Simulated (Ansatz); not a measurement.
Relaxed-ion elastic tensor of SnO2 (rutile, P4_2/mnm) in GPa (Voigt order), plane-wave PAW PBE (Ansatz code); density 6.63 g/cm³, 12.58 Å³ per atom.

|  | 1 | 2 | 3 | 4 | 5 | 6 |
|---|---|---|---|---|---|---|
| 1 | 209 | 140 | 128 | 0.0 | 0.0 | 0.0 |
| 2 | 140 | 209 | 128 | 0.0 | 0.0 | 0.0 |
| 3 | 128 | 128 | 376 | 0.0 | 0.0 | 0.0 |
| 4 | 0.0 | 0.0 | 0.0 | 84.6 | 0.0 | 0.0 |
| 5 | 0.0 | 0.0 | 0.0 | 0.0 | 84.6 | 0.0 |
| 6 | 0.0 | 0.0 | 0.0 | 0.0 | 0.0 | 177 |

**Question.** Is the crystal mechanically stable?

**Answer.** Yes: the smallest eigenvalue of C is 68.9 GPa.

**Question.** Work out the Voigt, Reuss and Hill averages.

**Answer.** K_V = 176, K_R = 167, K_H = 172; G_V = 95.9, G_R = 72.4, G_H = 84.2 GPa.

**Question.** Give Young's modulus, Poisson's ratio, Pugh's ratio and the universal anisotropy index.

**Answer.** E = 9KG/(3K + G) = 217 GPa; ν = 0.29; K/G = 2.04 (ductile by the Pugh limit of 1.75); A_U = 5G_V/G_R + K_V/K_R − 6 = 1.67.

**Question.** Estimate the sound speeds and the Debye temperature.

**Answer.** v_l = √((K + 4G/3)/ρ) = 6540 m/s, v_t = √(G/ρ) = 3560 m/s, mean 3970 m/s; Θ = (h/k)(3n/4πV)^(1/3) v_m = 509 K.

**Question.** Solve the Christoffel equation for the three sound speeds along x, y, z.

**Answer.** Eigenvalues of C_ijkl n_j n_l equal ρv². In km/s, slowest first: x 3.57, 5.17, 5.62; y 3.57, 5.17, 5.62; z 3.57, 3.57, 7.53.

**Question.** How much does each axis shrink under pressure?

**Answer.** Linear compressibilities β_i = Σ_j S_ij (j = 1 to 3): x 2.5, y 2.5, z 0.95 per TPa.

The cell was relaxed with PBE under the symmetry of its start; phonons on a q-mesh show no instability. Spin–orbit coupling is left out wherever it is not named.

Potentials: the later of the program's two PAW sets.
